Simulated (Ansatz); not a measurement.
CrO₂ (rutile)

```xyz
6
Lattice="4.3924 0.0000 0.0000 0.0000 4.3924 0.0000 0.0000 0.0000 2.8875" Properties=species:S:1:pos:R:3 pbc="T T T"
Cr     0.0000     0.0000     0.0000
Cr     2.1962     2.1962     1.4438
O      1.3322     1.3322     0.0000
O      3.5284     0.8640     1.4438
O      0.8640     3.5284     1.4438
O      3.0602     3.0602     0.0000
```

The slice is a (-1 2 0) plane (indices of the conventional cell) through the point (0.000, 0.000, 0.000) (fractional), spanned by u = [001] and v = [210] in vectors of this cell: u (2.89 Å) and v (9.82 Å, at 90° to u). It covers one period; positions are fractions (u, v).

The numbers are results of PBEsol (plane waves to 420 eV, PAW, scalar-relativistic; Ansatz, a program for electronic structure), not measurements. k mesh 11×11×16. Near the nuclei the fields are pseudised (PAW); where an atom keeps semicore shells as valence, they peak there. CrO2 is run spin-polarised and with no Hubbard U. CrO2 was relaxed with its symmetry unable to fall. Relaxed CrO2 ends ferromagnetic. Other magnetic orders were not checked, so this need not be the ground state.

Task: Predict the map of the ELF of the up spins on the slice.

Result: 
```
|xx@@**........**@@|
|++++--........--++|
|......        ....|
|##**--        --**|
|@@@@**..    ..**@@|
|@@@@##::    ::##@@|
|@@@@**........**@@|
|##**::........::**|
|::................|
|    ..::::::::..  |
|    ..--++++--..  |
|    ..==####==..  |
|      --****--    |
|      ..----..    |
|                  |
|                  |
|                  |
|      ..----..    |
|      --****--    |
|    ..==####==..  |
|    ..--++++--..  |
|    ..::::::::..  |
|::................|
|##**::........::**|
|@@@@**........**@@|
|@@@@##::    ::##@@|
|@@@@**..    ..**@@|
|##**--        --**|
|......        ....|
|++++--........--++|
|xx@@**........**@@|
|xxxx##..    ..##xx|
```
Scale: ten equal steps from 0.01 (start of ' ') to 0.82 (end of '@'), in the order ' .:-=+*#%@'. Values: ELF of the up spins. The map has 9 points along u (two characters each, u = 0 at the left) and 32 along v (v = 0 in the bottom row). Points within 0.4 Å of a nucleus are blanked (x), as the pseudised field means little there.
